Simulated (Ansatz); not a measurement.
Relaxed-ion elastic tensor of ZrRu (CsCl type, Pm-3m) in GPa (Voigt order), DFT-LDA in the program Ansatz with PAW potentials; density 9.66 g/cm³, 16.53 Å³ per atom.

```
     1    2    3     4     5     6
-  ---  ---  ---  ----  ----  ----
1  364  132  132   0.0   0.0   0.0
2  132  364  132   0.0   0.0   0.0
3  132  132  364   0.0   0.0   0.0
4  0.0  0.0  0.0  68.0   0.0   0.0
5  0.0  0.0  0.0   0.0  68.0   0.0
6  0.0  0.0  0.0   0.0   0.0  68.0
```

**Question.** Is the crystal mechanically stable?

**Answer.** Yes: the smallest eigenvalue of C is 68.0 GPa.

**Question.** Work out the Voigt, Reuss and Hill averages.

**Answer.** K_V = 209, K_R = 209, K_H = 209; G_V = 87.2, G_R = 81.5, G_H = 84.4 GPa.

**Question.** Give Young's modulus, Poisson's ratio, Pugh's ratio and the universal anisotropy index.

**Answer.** E = 9KG/(3K + G) = 223 GPa; ν = 0.32; K/G = 2.48 (ductile by the Pugh limit of 1.75); A_U = 5G_V/G_R + K_V/K_R − 6 = 0.35.

**Question.** Estimate the sound speeds and the Debye temperature.

**Answer.** v_l = √((K + 4G/3)/ρ) = 5770 m/s, v_t = √(G/ρ) = 2960 m/s, mean 3310 m/s; Θ = (h/k)(3n/4πV)^(1/3) v_m = 387 K.

**Question.** Give the Zener ratio and Young's modulus along [100], [110] and [111].

**Answer.** A = 2C44/(C11 − C12) = 0.59; 1/E = S11 − 2(S11 − S12 − S44/2)Γ with Γ = 0, 1/4, 1/3 gives 294, 203, 184 GPa.

The first step of the workflow began from a Materials Project structure, measured or hypothetical; the Crystallography Open Database files this formula in space group No. 221, but the cells were not matched. Whether it is the stable phase at ambient conditions was not checked. The LDA relaxation kept the symmetry of its start; of distortions, only those at the zone centre were tested. No spin polarisation was allowed. As this level gives no gap, shear constants depend on the k-mesh and smearing (Fermi–Dirac, 0.1 eV here).

Potentials: the later of the program's two PAW sets.
